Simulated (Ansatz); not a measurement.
Input for Ansatz (plane-wave DFT, PAW):

```yaml
crystal:
  lattice:
    - [2.7951585985, 0.0, 0.0]
    - [0.0, 4.9116531041, 0.0]
    - [0.0, 0.0, 25.895185751]
  atoms:
    - { symbol: Ti, position: [0.0, 0.3238601685, 0.3282463421] }
    - { symbol: Al, position: [0.5, 0.8238601685, 0.3282463421] }
    - { symbol: Ti, position: [0.0, 0.6477203369, 0.4170039696] }
    - { symbol: Al, position: [0.5, 0.1477203369, 0.4170039696] }
    - { symbol: Ti, position: [0.0, 0.9714622164, 0.5052707184] }
    - { symbol: Al, position: [0.5, 0.4712922267, 0.5060950249] }
    - { symbol: Ti, position: [0.0, 0.2846919189, 0.5916210053] }
    - { symbol: Al, position: [0.5, 0.7827906297, 0.596752324] }
    - { symbol: O, position: [0.5, 0.2846919189, 0.6608569038] }
basis:
  ecutwfc: 420
kpoints:
  mp_grid: { grid: [10, 6, 1] }
hamiltonian:
  xc: pbesol
scf:
  occupations: { method: gaussian, width: 0.1 }
output:
  forces: true
  eigenvalues: true
  write_density: true
  write_potential: true
  elf: true
  volumetric_format: npy
relax:
  adjacent_minimum: "off"
  f_tol: 0.03
  max_steps: 70
  constraints: [{ sites: [0, 1, 2, 3] }]
efield:
  axis: 3
  dipole_correction: true
  ramp_width: 0.04
```

Command:
```bash
ansatz run input.yaml --threads 1 --pin off --max-ram 2560MiB --backend cpu --events-out ev --progress --plain --runs-dir out
```

Method: DFT PBEsol, scalar-relativistic, plane waves, PAW in Ansatz 0.2.0.

From the run's log, abridged:

```
Pseudopotentials: kind: paw
Pseudopotential: Ti, paw, valence charge 12, recommended cutoff 420 eV (normal)
Pseudopotential: Al, paw, valence charge 3, recommended cutoff 420 eV (normal)
Pseudopotential: O, paw, valence charge 6, recommended cutoff 420 eV (normal)
Functional definition: PBEsol
Crystal: 9 atoms, lattice volume = 355.511 Å³
Basis set: ecut = 420 eV, 6979 PW (Γ), exchange–correlation on 40×72×360 points (8 copies of the dense FFT grid, shifted against one another)
Bands: 42, of which v1, the nominal top of the filled ones, is band 33 counted from 1 (32 counted from 0)
Symmetry: 2 space group operations
Space group: Pm (ITA 6), of the structure as read, at distance tolerance 7.1e-5 Å
k-points: 24 of 60 (time reversal used)
Initial density: superposition of atomic densities (neutral atoms: chi_scale 0, normalization atom), corrected by the library's trained network
Initial wavefunctions: pseudopotential atomic-orbital guess
Functional: x = pbesol(κ = 0.804, μ = 0.12345679), c = pbesol(β = 0.046)
SCF iter   1: F=—  HF=-12553.991201 eV  |F-HF|=—  |Δ(HF+E_count)|=         —  Δρ=1.26e-2  dr2=3.53e0  ethr=1.77e-3  p=-0.230 e·Å  D=-1.17e-1 V/Å  ΔV_dip=3.03 eV  dr2_dipole=7.80e-1  V_vac-E_F(+/−)=7.37/4.34 eV  ⟨swp⟩=8.2  Hψ=4900  notcnv=0
efield: sawtooth ramp at fractional position 0.9746 (placed from the atoms, in the widest stretch of the axis that holds none; the zero of the levels goes with the place), width 0.0400; the density the first Hamiltonian is built on has a dipole p = -0.230 e·Å; the dipole correction subtracts the counter field D = -1.17e-1 V/Å, which shifts the + side's vacuum level by +3.03 eV against the − side's; the planar-averaged density in the ramp window peaks in size at 8.9e-6 e/Å³
SCF iter   2: F=—  HF=-12553.968885 eV  |F-HF|=—  |Δ(HF+E_count)|=   2.23e-2  Δρ=1.21e-2  dr2=2.86e0  ethr=1.77e-3  p=-0.230 e·Å  D=-1.17e-1 V/Å  ΔV_dip=3.03 eV  dr2_dipole=3.65e-1  V_vac-E_F(+/−)=7.27/4.24 eV  ⟨swp⟩=2.5  Hψ=1635  notcnv=0  defer=44
SCF iter   3: F=—  HF=-12553.885300 eV  |F-HF|=—  |Δ(HF+E_count)|=   8.36e-2  Δρ=1.06e-3  dr2=1.44e-2  ethr=1.77e-3  p=-0.234 e·Å  D=-1.19e-1 V/Å  ΔV_dip=3.08 eV  dr2_dipole=2.93e-3  V_vac-E_F(+/−)=7.37/4.29 eV  ⟨swp⟩=2.0  Hψ=1147  notcnv=0  defer=44
SCF iter   4: F=—  HF=-12553.888882 eV  |F-HF|=—  |Δ(HF+E_count)|=   3.58e-3  Δρ=6.85e-4  dr2=6.22e-3  ethr=2.19e-5  p=-0.236 e·Å  D=-1.20e-1 V/Å  ΔV_dip=3.11 eV  dr2_dipole=6.95e-4  V_vac-E_F(+/−)=7.40/4.29 eV  ⟨swp⟩=2.8  Hψ=1633  notcnv=0  defer=43
SCF iter   5: F=—  HF=-12553.888641 eV  |F-HF|=—  |Δ(HF+E_count)|=   2.41e-4  Δρ=2.02e-4  dr2=1.71e-4  ethr=9.42e-6  p=-0.236 e·Å  D=-1.20e-1 V/Å  ΔV_dip=3.11 eV  dr2_dipole=1.19e-8  V_vac-E_F(+/−)=7.39/4.28 eV  ⟨swp⟩=1.2  Hψ=986  notcnv=0  defer=43
SCF iter   6: F=—  HF=-12553.888742 eV  |F-HF|=—  |Δ(HF+E_count)|=   1.01e-4  Δρ=1.77e-4  dr2=2.56e-4  ethr=2.59e-7  p=-0.236 e·Å  D=-1.20e-1 V/Å  ΔV_dip=3.11 eV  dr2_dipole=4.54e-6  V_vac-E_F(+/−)=7.39/4.28 eV  ⟨swp⟩=2.7  Hψ=1737  notcnv=0  defer=43
SCF iter   7: F=—  HF=-12553.888730 eV  |F-HF|=—  |Δ(HF+E_count)|=   1.13e-5  Δρ=5.87e-5  dr2=3.83e-5  ethr=2.59e-7  p=-0.236 e·Å  D=-1.20e-1 V/Å  ΔV_dip=3.11 eV  dr2_dipole=1.96e-6  V_vac-E_F(+/−)=7.39/4.28 eV  ⟨swp⟩=2.5  Hψ=1294  notcnv=0  defer=43
SCF iter   8: F=-12553.888732 eV  HF=-12553.888733 eV  |F-HF|=7.70e-7  |Δ(HF+E_count)|=   2.44e-6  Δρ=1.70e-5  dr2=1.98e-6  ethr=3.41e-8  p=-0.236 e·Å  D=-1.20e-1 V/Å  ΔV_dip=3.11 eV  dr2_dipole=1.92e-7  V_vac-E_F(+/−)=7.39/4.28 eV  ⟨swp⟩=23.4  Hψ=11051  notcnv=0
SCF 1 converged in 8 iterations: F = -12553.888732 eV  dr2 = 1.98e-6
relax step   1: F+E_penalty+E_count = -12553.88873216 eV  Δ(F+E_penalty+E_count) = +0.000e0 eV  max|allowed force component| = 5.664e0 eV/Å  Δτ_max = 0.0000 Å  (8 SCF iters, dr2 threshold 2.25e-5 eV, accepted)
Initial density: handed on by an earlier stage of this run
Initial wavefunctions: those handed on with the density
SCF iter   1: F=—  HF=-12555.825933 eV  |F-HF|=—  |Δ(HF+E_count)|=         —  Δρ=1.38e-2  dr2=2.39e0  ethr=3.10e-3  p=-0.236 e·Å  D=-1.20e-1 V/Å  ΔV_dip=3.11 eV  dr2_dipole=7.93e-1  V_vac-E_F(+/−)=7.32/4.21 eV  ⟨swp⟩=5.6  Hψ=2782  notcnv=0  defer=12
efield: sawtooth ramp at fractional position 0.9746 (handed on by an earlier solve), width 0.0400; the density the first Hamiltonian is built on has a dipole p = -0.236 e·Å; the dipole correction subtracts the counter field D = -1.20e-1 V/Å, which shifts the + side's vacuum level by +3.11 eV against the − side's; the planar-averaged density in the ramp window peaks in size at 1.2e-6 e/Å³
SCF iter   2: F=—  HF=-12555.793364 eV  |F-HF|=—  |Δ(HF+E_count)|=   3.26e-2  Δρ=1.53e-2  dr2=1.19e0  ethr=3.10e-3  p=-0.134 e·Å  D=-6.82e-2 V/Å  ΔV_dip=1.77 eV  dr2_dipole=3.67e-2  V_vac-E_F(+/−)=6.04/4.28 eV  ⟨swp⟩=2.2  Hψ=1787  notcnv=0  defer=34
SCF iter   3: F=—  HF=-12555.695296 eV  |F-HF|=—  |Δ(HF+E_count)|=   9.81e-2  Δρ=4.25e-3  dr2=8.96e-2  ethr=1.80e-3  p=-0.153 e·Å  D=-7.78e-2 V/Å  ΔV_dip=2.01 eV  dr2_dipole=9.12e-4  V_vac-E_F(+/−)=6.29/4.28 eV  ⟨swp⟩=2.1  Hψ=1544  notcnv=0  defer=39
SCF iter   4: F=—  HF=-12555.686587 eV  |F-HF|=—  |Δ(HF+E_count)|=   8.71e-3  Δρ=4.82e-4  dr2=8.50e-4  ethr=1.36e-4  p=-0.154 e·Å  D=-7.85e-2 V/Å  ΔV_dip=2.03 eV  dr2_dipole=6.76e-7  V_vac-E_F(+/−)=6.31/4.28 eV  ⟨swp⟩=2.0  Hψ=1580  notcnv=0  defer=32
SCF iter   5: F=—  HF=-12555.686614 eV  |F-HF|=—  |Δ(HF+E_count)|=   2.70e-5  Δρ=1.18e-4  dr2=6.21e-5  ethr=1.52e-7  p=-0.152 e·Å  D=-7.73e-2 V/Å  ΔV_dip=2.00 eV  dr2_dipole=3.63e-6  V_vac-E_F(+/−)=6.28/4.28 eV  ⟨swp⟩=23.3  Hψ=12380  notcnv=0
SCF iter   6: F=-12555.686622 eV  HF=-12555.686626 eV  |F-HF|=3.27e-6  |Δ(HF+E_count)|=   1.20e-5  Δρ=3.34e-5  dr2=7.56e-6  ethr=9.41e-8  p=-0.152 e·Å  D=-7.72e-2 V/Å  ΔV_dip=2.00 eV  dr2_dipole=1.61e-6  V_vac-E_F(+/−)=6.27/4.28 eV  ⟨swp⟩=16.3  Hψ=10697  notcnv=0
SCF 2 converged in 6 iterations: F = -12555.686622 eV  dr2 = 7.56e-6
relax step   2: F+E_penalty+E_count = -12555.68662242 eV  Δ(F+E_penalty+E_count) = -1.798e0 eV  max|allowed force component| = 4.315e0 eV/Å  Δτ_max = 0.1948 Å  (6 SCF iters, dr2 threshold 1.00e-4 eV, accepted)
SCF iter   1: F=—  HF=-12556.596900 eV  |F-HF|=—  |Δ(HF+E_count)|=         —  Δρ=1.38e-2  dr2=1.05e0  ethr=1.63e-3  p=-0.152 e·Å  D=-7.72e-2 V/Å  ΔV_dip=2.00 eV  dr2_dipole=3.60e-1  V_vac-E_F(+/−)=6.22/4.22 eV  ⟨swp⟩=1.1  Hψ=4584  notcnv=0  defer=29
efield: sawtooth ramp at fractional position 0.9746 (handed on by an earlier solve), width 0.0400; the density the first Hamiltonian is built on has a dipole p = -0.152 e·Å; the dipole correction subtracts the counter field D = -7.72e-2 V/Å, which shifts the + side's vacuum level by +2.00 eV against the − side's; the planar-averaged density in the ramp window peaks in size at 2.3e-6 e/Å³
SCF iter   2: F=—  HF=-12556.545063 eV  |F-HF|=—  |Δ(HF+E_count)|=   5.18e-2  Δρ=1.35e-2  dr2=7.34e-1  ethr=1.60e-3  p=0.003 e·Å  D=1.48e-3 V/Å  ΔV_dip=-0.04 eV  dr2_dipole=1.27e-1  V_vac-E_F(+/−)=4.24/4.27 eV  ⟨swp⟩=3.2  Hψ=2109  notcnv=0  defer=29
   ...
relax step   7: F+E_penalty+E_count = -12557.11832915 eV  Δ(F+E_penalty+E_count) = -8.214e-2 eV  max|allowed force component| = 9.399e-1 eV/Å  Δτ_max = 0.1950 Å  (5 SCF iters, dr2 threshold 1.00e-4 eV, accepted)
SCF iter   1: F=—  HF=-12557.189811 eV  |F-HF|=—  |Δ(HF+E_count)|=         —  Δρ=6.18e-3  dr2=2.65e-1  ethr=3.96e-4  p=-0.040 e·Å  D=-2.01e-2 V/Å  ΔV_dip=0.52 eV  dr2_dipole=3.74e-4  V_vac-E_F(+/−)=4.81/4.29 eV  ⟨swp⟩=2.0  Hψ=3950  notcnv=0  defer=39
efield: sawtooth ramp at fractional position 0.9746 (handed on by an earlier solve), width 0.0400; the density the first Hamiltonian is built on has a dipole p = -0.040 e·Å; the dipole correction subtracts the counter field D = -2.01e-2 V/Å, which shifts the + side's vacuum level by +0.52 eV against the − side's; the planar-averaged density in the ramp window peaks in size at 1.3e-6 e/Å³
SCF iter   2: F=—  HF=-12557.173191 eV  |F-HF|=—  |Δ(HF+E_count)|=   1.66e-2  Δρ=2.53e-3  dr2=3.82e-2  ethr=3.96e-4  p=-0.040 e·Å  D=-2.03e-2 V/Å  ΔV_dip=0.53 eV  dr2_dipole=2.90e-5  V_vac-E_F(+/−)=4.79/4.26 eV  ⟨swp⟩=2.0  Hψ=1805  notcnv=0  defer=39
SCF iter   3: F=—  HF=-12557.167110 eV  |F-HF|=—  |Δ(HF+E_count)|=   6.08e-3  Δρ=6.18e-4  dr2=2.17e-3  ethr=5.79e-5  p=-0.042 e·Å  D=-2.16e-2 V/Å  ΔV_dip=0.56 eV  dr2_dipole=3.72e-6  V_vac-E_F(+/−)=4.83/4.27 eV  ⟨swp⟩=2.0  Hψ=1789  notcnv=0  defer=47
SCF iter   4: F=—  HF=-12557.166733 eV  |F-HF|=—  |Δ(HF+E_count)|=   3.76e-4  Δρ=1.33e-4  dr2=1.21e-4  ethr=3.29e-6  p=-0.043 e·Å  D=-2.19e-2 V/Å  ΔV_dip=0.57 eV  dr2_dipole=1.33e-5  V_vac-E_F(+/−)=4.83/4.27 eV  ⟨swp⟩=2.7  Hψ=1748  notcnv=0  defer=44
SCF iter   5: F=-12557.166740 eV  HF=-12557.166740 eV  |F-HF|=6.42e-7  |Δ(HF+E_count)|=   7.13e-6  Δρ=3.83e-5  dr2=9.00e-6  ethr=1.52e-7  p=-0.043 e·Å  D=-2.18e-2 V/Å  ΔV_dip=0.56 eV  dr2_dipole=1.71e-6  V_vac-E_F(+/−)=4.83/4.27 eV  ⟨swp⟩=20.5  Hψ=10478  notcnv=0
SCF 8 converged in 5 iterations: F = -12557.166740 eV  dr2 = 9.00e-6
relax step   8: F+E_penalty+E_count = -12557.16673960 eV  Δ(F+E_penalty+E_count) = -4.841e-2 eV  max|allowed force component| = 8.524e-2 eV/Å  Δτ_max = 0.1669 Å  (5 SCF iters, dr2 threshold 1.00e-4 eV, accepted)
SCF iter   1: F=—  HF=-12557.184514 eV  |F-HF|=—  |Δ(HF+E_count)|=         —  Δρ=4.34e-3  dr2=1.55e-1  ethr=1.12e-3  p=-0.043 e·Å  D=-2.18e-2 V/Å  ΔV_dip=0.56 eV  dr2_dipole=8.78e-3  V_vac-E_F(+/−)=4.84/4.27 eV  ⟨swp⟩=4.0  Hψ=2234  notcnv=0  defer=54
efield: sawtooth ramp at fractional position 0.9746 (handed on by an earlier solve), width 0.0400; the density the first Hamiltonian is built on has a dipole p = -0.043 e·Å; the dipole correction subtracts the counter field D = -2.18e-2 V/Å, which shifts the + side's vacuum level by +0.56 eV against the − side's; the planar-averaged density in the ramp window peaks in size at 6.5e-7 e/Å³
SCF iter   2: F=—  HF=-12557.170561 eV  |F-HF|=—  |Δ(HF+E_count)|=   1.40e-2  Δρ=2.70e-3  dr2=5.82e-2  ethr=2.35e-4  p=-0.052 e·Å  D=-2.66e-2 V/Å  ΔV_dip=0.69 eV  dr2_dipole=3.83e-3  V_vac-E_F(+/−)=4.96/4.27 eV  ⟨swp⟩=2.2  Hψ=1738  notcnv=0  defer=52
SCF iter   3: F=—  HF=-12557.164285 eV  |F-HF|=—  |Δ(HF+E_count)|=   6.28e-3  Δρ=4.94e-4  dr2=9.31e-4  ethr=8.82e-5  p=-0.049 e·Å  D=-2.52e-2 V/Å  ΔV_dip=0.65 eV  dr2_dipole=2.45e-5  V_vac-E_F(+/−)=4.92/4.27 eV  ⟨swp⟩=2.1  Hψ=1296  notcnv=0  defer=52
SCF iter   4: F=—  HF=-12557.164224 eV  |F-HF|=—  |Δ(HF+E_count)|=   6.15e-5  Δρ=1.98e-4  dr2=1.58e-4  ethr=1.41e-6  p=-0.049 e·Å  D=-2.51e-2 V/Å  ΔV_dip=0.65 eV  dr2_dipole=9.00e-6  V_vac-E_F(+/−)=4.92/4.27 eV  ⟨swp⟩=3.0  Hψ=1614  notcnv=0  defer=52
SCF iter   5: F=—  HF=-12557.164218 eV  |F-HF|=—  |Δ(HF+E_count)|=   6.43e-6  Δρ=4.09e-5  dr2=7.64e-6  ethr=2.40e-7  p=-0.049 e·Å  D=-2.52e-2 V/Å  ΔV_dip=0.65 eV  dr2_dipole=6.13e-7  V_vac-E_F(+/−)=4.92/4.27 eV  ⟨swp⟩=2.1  Hψ=1245  notcnv=0  defer=52
SCF iter   6: F=—  HF=-12557.164119 eV  |F-HF|=—  |Δ(HF+E_count)|=   9.87e-5  Δρ=1.12e-5  dr2=3.72e-7  ethr=1.16e-8  p=-0.049 e·Å  D=-2.52e-2 V/Å  ΔV_dip=0.65 eV  dr2_dipole=2.48e-8  V_vac-E_F(+/−)=4.92/4.27 eV  ⟨swp⟩=2.2  Hψ=1512  notcnv=0  defer=51
SCF iter   7: F=-12557.164119 eV  HF=-12557.164119 eV  |F-HF|=1.82e-7  |Δ(HF+E_count)|=   4.36e-7  Δρ=3.59e-6  dr2=2.71e-8  ethr=1.52e-10  p=-0.049 e·Å  D=-2.52e-2 V/Å  ΔV_dip=0.65 eV  dr2_dipole=9.70e-12  V_vac-E_F(+/−)=4.92/4.27 eV  ⟨swp⟩=20.7  Hψ=8778  notcnv=0
SCF iter   8: F=-12557.164119 eV  HF=-12557.164119 eV  |F-HF|=2.20e-8  |Δ(HF+E_count)|=   1.67e-7  Δρ=9.64e-7  dr2=3.65e-9  ethr=4.11e-11  p=-0.049 e·Å  D=-2.52e-2 V/Å  ΔV_dip=0.65 eV  dr2_dipole=2.50e-10  V_vac-E_F(+/−)=4.92/4.27 eV  ⟨swp⟩=7.9  Hψ=6606  notcnv=0
SCF iter   9: F=-12557.164119 eV  HF=-12557.164119 eV  |F-HF|=6.55e-9  |Δ(HF+E_count)|=   1.72e-8  Δρ=3.79e-7  dr2=5.11e-10  ethr=5.53e-12  p=-0.049 e·Å  D=-2.52e-2 V/Å  ΔV_dip=0.65 eV  dr2_dipole=4.12e-11  V_vac-E_F(+/−)=4.92/4.27 eV  ⟨swp⟩=7.0  Hψ=6106  notcnv=0
SCF 9 converged in 9 iterations: F = -12557.164119 eV  dr2 = 5.11e-10
relax step   9: F+E_penalty+E_count = -12557.16411944 eV  Δ(F+E_penalty+E_count) = +2.620e-3 eV  max|allowed force component| = 2.826e-1 eV/Å  Δτ_max = 0.0861 Å  (9 SCF iters, rejected (line search))
SCF iter   1: F=—  HF=-12557.174084 eV  |F-HF|=—  |Δ(HF+E_count)|=         —  Δρ=1.74e-3  dr2=1.80e-2  ethr=4.11e-4  p=-0.049 e·Å  D=-2.52e-2 V/Å  ΔV_dip=0.65 eV  dr2_dipole=4.07e-4  V_vac-E_F(+/−)=4.92/4.27 eV  ⟨swp⟩=2.7  Hψ=1985  notcnv=0  defer=49
efield: sawtooth ramp at fractional position 0.9746 (handed on by an earlier solve), width 0.0400; the density the first Hamiltonian is built on has a dipole p = -0.049 e·Å; the dipole correction subtracts the counter field D = -2.52e-2 V/Å, which shifts the + side's vacuum level by +0.65 eV against the − side's; the planar-averaged density in the ramp window peaks in size at 7.8e-7 e/Å³
SCF iter   2: F=—  HF=-12557.170515 eV  |F-HF|=—  |Δ(HF+E_count)|=   3.57e-3  Δρ=9.10e-4  dr2=4.95e-3  ethr=2.72e-5  p=-0.041 e·Å  D=-2.11e-2 V/Å  ΔV_dip=0.55 eV  dr2_dipole=4.91e-5  V_vac-E_F(+/−)=4.82/4.27 eV  ⟨swp⟩=2.8  Hψ=1664  notcnv=0  defer=49
SCF iter   3: F=—  HF=-12557.169550 eV  |F-HF|=—  |Δ(HF+E_count)|=   9.65e-4  Δρ=1.23e-4  dr2=1.39e-4  ethr=7.50e-6  p=-0.044 e·Å  D=-2.22e-2 V/Å  ΔV_dip=0.58 eV  dr2_dipole=2.30e-5  V_vac-E_F(+/−)=4.85/4.27 eV  ⟨swp⟩=2.1  Hψ=1443  notcnv=0  defer=49
SCF iter   4: F=—  HF=-12557.169541 eV  |F-HF|=—  |Δ(HF+E_count)|=   8.98e-6  Δρ=2.66e-5  dr2=2.04e-6  ethr=2.11e-7  p=-0.044 e·Å  D=-2.22e-2 V/Å  ΔV_dip=0.57 eV  dr2_dipole=1.56e-8  V_vac-E_F(+/−)=4.84/4.27 eV  ⟨swp⟩=2.6  Hψ=1529  notcnv=0  defer=49
SCF iter   5: F=—  HF=-12557.169442 eV  |F-HF|=—  |Δ(HF+E_count)|=   9.93e-5  Δρ=8.23e-6  dr2=3.53e-7  ethr=1.52e-10  p=-0.044 e·Å  D=-2.22e-2 V/Å  ΔV_dip=0.57 eV  dr2_dipole=4.33e-8  V_vac-E_F(+/−)=4.84/4.27 eV  ⟨swp⟩=20.8  Hψ=9689  notcnv=0
SCF iter   6: F=-12557.169442 eV  HF=-12557.169442 eV  |F-HF|=3.59e-8  |Δ(HF+E_count)|=   2.25e-7  Δρ=2.49e-6  dr2=2.77e-8  ethr=1.52e-10  p=-0.044 e·Å  D=-2.22e-2 V/Å  ΔV_dip=0.57 eV  dr2_dipole=1.00e-10  V_vac-E_F(+/−)=4.84/4.27 eV  ⟨swp⟩=11.0  Hψ=7176  notcnv=0
SCF 10 converged in 6 iterations: F = -12557.169442 eV  dr2 = 2.77e-8
relax step  10: F+E_penalty+E_count = -12557.16944194 eV  Δ(F+E_penalty+E_count) = -2.702e-3 eV  max|allowed force component| = 1.328e-2 eV/Å  Δτ_max = 0.0421 Å  (6 SCF iters, accepted)
WARN: The input density's exchange-correlation potential varies sharply where the density is thin. Do not read a vacuum level from v_tot or v_xc, or from such a field of the output density. On a cell that repeats whose density bears no net charge and no dipole along the vacuum's axis use v_es (v_loc + v_h of the components); under efield.dipole_correction with no amplitude use v_es + v_field, which holds any external_charges[].barrier, or the levels of the report's work_function block, which leave it out; under a non-zero efield.amplitude the vacuum is tilted and has no level; on a cell that repeats and bears such a dipole with no correction it is tilted too, and efield.dipole_correction wit ...
SCF converged after 6 iterations
Free energy (F): -12557.169442 eV
Harris-Foulkes:  -12557.169442 eV  (|F-HF|=3.59e-8)
Internal energy: -12557.135540 eV  (E = F + TS)
E sigma→0 (E₀):  -12557.152491 eV
Entropy (-TS):   -0.033902 eV (-3.767 meV/atom)
Fermi energy:    1.382212 eV
Dipole field:    D = -0.022198 V/Å  (p = -0.043612 e·Å, saw-weighted, corrected)
Work function:   Φ+ = 4.8441 eV   Φ− = 4.2693 eV
Levels:          The Fermi level and band energies are counted from a zero that moves with the ramp; work functions are not
--- Per-component energies (eV) ---
  E_band       = -1291.555732
  E_kinetic    = 1360.020665
  E_local      = -52925.357790  (includes V_loc(G=0)·N_el)
  E_nonlocal   = 129.362150
  E_hartree    = 25787.790269
  E_xc         = -617.535163
  E_vxc        = -696.409125  (∫ρ·V_xc dr)
  E_paw        = -6063.012237  (= ΣΔE_a)
  E_vpaw       = -734.130782  (= ΣTr[D̂ρ^β])
  E_aug_tail   = 0.002881  (compensation charges beyond the density's cutoff)
  E_efield     = 0.000484  (sawtooth field / dipole correction)
  E_vefield    = -0.634408  (∫n·V_field dr)
  E_ewald      = 19770.923819
  E_core_change = 0.669381  (= ΣΔE_core)
  E_smearing   = -0.033902  (= −TS)
--- Forces (eV/Å), atoms counted from 1 ---
  atom   1  Ti     0.00000000     0.02034887     0.38904307
  atom   2  Al     0.00000000     0.07104003    -0.22224701
  atom   3  Ti     0.00000000    -0.18362772     0.04708081
  atom   4  Al     0.00000000     0.09875488    -0.22079777
  atom   5  Ti     0.00000000     0.00225217     0.01208130
  atom   6  Al     0.00000000     0.00388830     0.00560937
  atom   7  Ti     0.00000000    -0.00113587    -0.01327832
  atom   8  Al     0.00000000    -0.00792682    -0.00843993
  atom   9  O      0.00000000    -0.00366339     0.01101641
--- Band table (eV; the first three rows and the last of 24) ---
  k-point 0: bands = ["-55.7483", "-55.2530", "-54.8666", "-54.8046", "-32.2657", "-32.0598", "-31.9321", "-31.8058", "-31.6468", "-31.3807", "-31.3294", "-31.2934", "-31.1980", "-31.0324", "-30.9022", "-30.8595", "-18.1083", "-7.3972", "-6.4298", "-5.5211", "-4.6827", "-4.1171", "-3.3837", "-2.9007", "-1.0802", "-0.9754", "-0.7383", "-0.4206", "-0.0854", "0.5099", "0.6570", "0.8182", "1.0532", "1.1059", "1.5057", "2.2977", "2.6420", "3.0041", "3.0197", "3.3540", "3.3826", "3.5577"]
  k-point 1: bands = ["-55.7482", "-55.2529", "-54.8665", "-54.8046", "-32.2660", "-32.0601", "-31.9321", "-31.8060", "-31.6475", "-31.3824", "-31.3284", "-31.2935", "-31.1980", "-31.0323", "-30.9022", "-30.8596", "-18.1045", "-7.2401", "-6.3556", "-5.5028", "-4.6201", "-4.1426", "-3.3848", "-2.9213", "-2.0603", "-1.3125", "-0.6739", "-0.1803", "0.1455", "0.4732", "0.6478", "0.7777", "1.0267", "1.3360", "1.6286", "2.2810", "2.5625", "2.9477", "3.0119", "3.3745", "3.4950", "3.5320"]
  k-point 2: bands = ["-55.7482", "-55.2529", "-54.8664", "-54.8047", "-32.2667", "-32.0608", "-31.9321", "-31.8063", "-31.6487", "-31.3856", "-31.3265", "-31.2938", "-31.1980", "-31.0321", "-30.9021", "-30.8597", "-18.0968", "-6.8290", "-6.2252", "-5.4141", "-4.5923", "-4.2788", "-3.3868", "-3.0553", "-2.8487", "-1.6237", "-1.2093", "-0.1336", "-0.0028", "0.4092", "0.7624", "0.8723", "1.0894", "1.6798", "1.9455", "2.2437", "2.4125", "2.9891", "2.9968", "3.3585", "3.4022", "3.5955"]
  k-point 23: bands = ["-55.6721", "-55.1889", "-54.8005", "-54.7395", "-32.6103", "-32.1166", "-31.9932", "-31.7462", "-31.7035", "-31.5847", "-31.4225", "-31.3713", "-31.3200", "-31.2618", "-31.2283", "-30.9786", "-17.7877", "-4.8145", "-4.6791", "-3.4110", "-3.2206", "-2.5297", "-1.8186", "-1.6904", "-1.5305", "-0.7127", "-0.5507", "-0.1666", "0.0680", "0.3343", "0.8783", "0.9058", "1.2454", "1.5590", "1.6111", "1.6564", "1.9174", "2.1647", "2.3341", "2.6723", "2.9097", "3.0844"]
--- Relaxed structure (10 steps of the walk, 9 accepted, 0 SCFs on fresh bases) ---
  F+E_penalty+E_count = -12557.16944194 eV   max|allowed force component| = 1.328e-2 eV/Å
  atoms:
    - { symbol: Ti, position: [0.0, 0.3238601685, 0.32824634] }
    - { symbol: Al, position: [0.5, 0.8238601685, 0.32824634] }
    - { symbol: Ti, position: [0.0, 0.6477203369, 0.41700396] }
    - { symbol: Al, position: [0.5, 0.1477203369, 0.41700396] }
    - { symbol: Ti, position: [0.0, 0.97708029, 0.50491013] }
    - { symbol: Al, position: [0.5, 0.47605238, 0.50652011] }
    - { symbol: Ti, position: [0.0, 0.28528748, 0.59888909] }
    - { symbol: Al, position: [0.5, 0.79053982, 0.59385349] }
    - { symbol: O, position: [0.5, 0.10706996, 0.63493158] }
```

The relaxation met its thresholds.

Time: 8.9 min on 1 thread of Intel(R) Xeon(R) Processor @ 2.70GHz (shared host), peak memory 0.68 GiB.

Spin polarisation was left out, and a magnetic state may lie lower.